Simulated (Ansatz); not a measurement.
## Structure optimisation: tellurium, beta-Sn type

Method: DFT, LDA (PW92), plane waves (420 eV) with PAW, scalar-relativistic (Ansatz 0.2.0). The PAW files were generated under PBE, with cores re-solved for the functional.

k-point mesh 11×11×8, Fermi-Dirac smearing 0.1 eV, no spin polarisation. Cell and atoms relax.

Starting structure:

```yaml
crystal:
  lattice:
    - [-3.0267059219, 3.0267059219, 1.6525814334]
    - [3.0267059219, -3.0267059219, 1.6525814334]
    - [3.0267059219, 3.0267059219, -1.6525814334]
  atoms:
    - { symbol: Te, position: [0.0, 0.0, 0.0] }
    - { symbol: Te, position: [0.75, 0.25, 0.5] }
hamiltonian:
  xc: lda
  pseudopotentials:
    kind: paw
    azcp:
      Te: "pseudopotentials/Te.paw.azcp"
basis:
  ecutwfc: 420
  fft_grid_basis: typed
kpoints:
  mp_grid: { grid: [11, 11, 8], shift: [0, 0, 0] }
magnetization:
  spin_polarized: false
scf:
  occupations: { method: fermi_dirac, width: 0.1 }
relax:
  max_steps: 60
  f_tol: 0.01
  cell: {}
```

**Question.** What cell does the relaxation end in?

**Answer.** C2/c with a = 3.067 Å, b = 7.618 Å, c = 4.962 Å; 28.99 Å³ per atom against 30.28 at the start (-4.3 %).

The cell has left the beta-Sn structure type; it ends in C2/c.

**Question.** How much energy does the relaxation gain?

**Answer.** 98.9 meV per atom.

The k-point mesh keeps fewer symmetry operations than the starting structure has, so the cell can leave it.
